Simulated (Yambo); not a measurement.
NaScTl2F6 (space group Fm-3m, No. 225), G0W0@LDA in Yambo with this input:

```
rim_cut
gw0
dyson
el_el_corr
HF_and_locXC
ppa
em1d
RandQpts= 1000000
RandGvec= 1 Ry
EXXRLvcs= 88 Ry
VXCRLvcs= 352 Ry
Chimod= "HARTREE"
% BndsRnXp
 3 | 322 |
%
NGsBlkXp= 8 Ry
% LongDrXp
 1.0 | 1.0 | 1.0 |
%
PPAPntXp= 27.2114 eV
% GbndRnge
 1 | 322 |
%
GTermKind= "BG"
DysSolver= "n"
ExtendOut
```

On a 2×2×2 mesh, with wavefunctions cut at 88 Ry, the gap (X → X) is 7.142 eV and the valence edge shifts by -1.726 eV.

What happens with this change: exchange cut at 40 Ry?

The gap falls by 0.071 eV, to 7.071 eV; the shift of the valence edge becomes -1.649 eV. Neither run is shown to be the converged limit.

The standard potential for Tl keeps a d shell in the valence without the s and p states of that shell. In tests on such compounds this moved G0W0 gaps by up to about 0.9 eV, so absolute quasiparticle energies here are unreliable; differences between settings are what counts.

Spin-orbit coupling is not included.

Geometry of the Materials Project entry, not relaxed at this level; primitive cell a = b = c = 6.1882 Å, α = β = γ = 60.00°.

The structure is a Materials Project entry; no match was found in the copy of COD used, and its stability was not checked.

A shift is the quasiparticle energy of the state minus its LDA energy.
